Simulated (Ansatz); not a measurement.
LiC3: zone-centre modes

The calculation used DFT PBE, scalar-relativistic, plane waves, PAW in Ansatz 0.2.0. Settings: 420 eV plane-wave cutoff, Γ-centred 12×12×10 mesh, Fermi-Dirac smearing of 0.15 eV. No spin polarisation. Phonons by linear response, acoustic sum rule imposed.

Equilibrium structure at this level:
```xyz
8
Lattice="4.3951 0.0000 0.0000 -2.1975 3.8063 0.0000 0.0000 0.0000 3.6010" Properties=species:S:1:pos:R:3 pbc="T T T"
Li    0.0000    2.5375    1.8005
Li    2.1975    1.2688    1.8005
C     0.7305    1.2653    0.0000
C    -1.4670    2.5410    0.0000
C     2.9341    0.0000    0.0000
C    -0.7305    1.2653    0.0000
C     1.4670    2.5410    0.0000
C     1.4610    0.0000    0.0000
```

The structure comes from a generated guess, relaxed at this level; another structure or a mixture of phases may lie lower. In a metal, frequencies depend on the k mesh and the smearing, soft modes most.

Question: Is this structure stable against zone-centre distortions?

Answer: Yes, at Γ: no optical mode is imaginary. Strains and other wave vectors aren't tested by this run.

Question: List the optical modes at Γ (i marks imaginary ones).

Answer:
```
frequency (cm⁻¹)  degeneracy
             216           2
             304           2
             358           2
             392           1
             398           2
             470           1
             564           1
             942           1
             964           1
            1052           2
            1055           2
            1330           1
            1373           1
            1410           2
```
